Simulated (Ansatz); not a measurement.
Mn2SiB2:
```yaml
crystal:
  lattice:
    - [1.49635, -5.21507, 0.00000]
    - [1.49635, 5.21507, 0.00000]
    - [0.00000, 0.00000, 2.75838]
  atoms:
    - { symbol: Si, position: [0.00000, 0.00000, 0.00000] }
    - { symbol: Mn, position: [0.36464, 0.63536, 0.50000] }
    - { symbol: Mn, position: [0.63536, 0.36464, 0.50000] }
    - { symbol: B, position: [0.20624, 0.79376, 0.00000] }
    - { symbol: B, position: [0.79376, 0.20624, 0.00000] }
```
The run is spin-polarised; directions of the spins, atom by atom: 0 ↑ ↑ 0 0.

Relaxed with PBE. Special points in fractions of this cell's reciprocal vectors: Γ (0.000, 0.000, 0.000); Y (-0.500, 0.500, 0.000); C0 (-0.271, 0.729, 0.000); Σ0 (0.271, 0.271, 0.000); Z (0.000, 0.000, 0.500); A0 (0.271, 0.271, 0.500); E0 (-0.271, 0.729, 0.500); T (-0.500, 0.500, 0.500); S (0.000, 0.500, 0.000); R (0.000, 0.500, 0.500).

Question: List the band energies nearest the Fermi level at these points for the program Ansatz at the PBE level (PAW).

Answer: In eV from the Fermi level; about four levels below and three above (degenerate sets whole), none deeper than 8.9 eV; points with the same levels are listed once.

```
k                       below           above
----  -----------------------  --------------
Γ ↑   -1.89 -0.81 -0.68 -0.52  0.14 0.27 1.10
Y ↑   -1.35 -0.91 -0.58 -0.44  0.64 1.53 2.60
C0 ↑  -0.64 -0.44 -0.43 -0.11  2.78 4.07 5.72
Z ↑   -2.33 -2.20 -1.44 -1.02  0.15 0.40 1.72
A0 ↑  -0.99 -0.98 -0.22 -0.12  0.37 0.53 2.52
T ↑   -2.61 -2.03 -1.94 -0.20  0.32 0.50 1.88
S ↑   -0.69 -0.45 -0.35 -0.17  2.80 4.47 5.81
R ↑   -1.05 -0.90 -0.15 -0.14  0.35 0.53 2.46
Γ ↓   -1.56 -0.52 -0.40 -0.19  0.58 0.64 1.13
Y ↓   -1.38 -1.08 -0.63 -0.29  0.06 1.20 1.85
C0 ↓  -2.74 -0.87 -0.49 -0.37  0.15 0.42 0.61
Z ↓   -2.08 -1.56 -0.99 -0.57  0.67 1.00 1.83
A0 ↓  -5.12 -1.50 -0.79 -0.62  0.61 0.70 0.76
T ↓   -3.40 -2.39 -1.61 -1.29  0.31 0.85 1.08
S ↓   -2.71 -0.86 -0.50 -0.37  0.12 0.51 0.54
R ↓   -5.18 -1.44 -0.83 -0.59  0.62 0.75 0.77
```

Space group Cmmm. The start of the workflow was typed in or built on a structure type; neither database checked (COD, Materials Project) lists it. Its standing as an ambient phase is unchecked. The PBE relaxation kept the symmetry of its start; whether a distortion lowers the energy is not shown. Magnetic state: ferromagnetic, chosen from 2 collinear starts compared on coarse meshes (ties went to the first, and starts can fall back to one state), not a proven ground state.

Potentials: the earlier of the program's two PAW sets.
